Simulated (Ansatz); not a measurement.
NbN (rock salt, Fm-3m) under volume change, plane-wave PAW PBE (Ansatz code), scaled uniformly.

```tsv
V (Å³/atom)	E − E(relaxed) (meV/atom)	P (GPa)
9.833	99.2	35.60
10.157	41.6	21.75
10.481	9.8	9.98
10.805	0.0	-0.02
11.129	8.9	-8.52
11.453	33.6	-15.74
11.778	71.8	-21.87
```

What does a third-order Birch–Murnaghan fit give for V₀, B₀ and B′?

V₀ = 10.80 Å³/atom, B₀ = 307 GPa, B′ = 4.4.

The PBE relaxation kept the symmetry of its start. The run is not spin-polarised.

Potentials: the later of the program's two PAW sets.
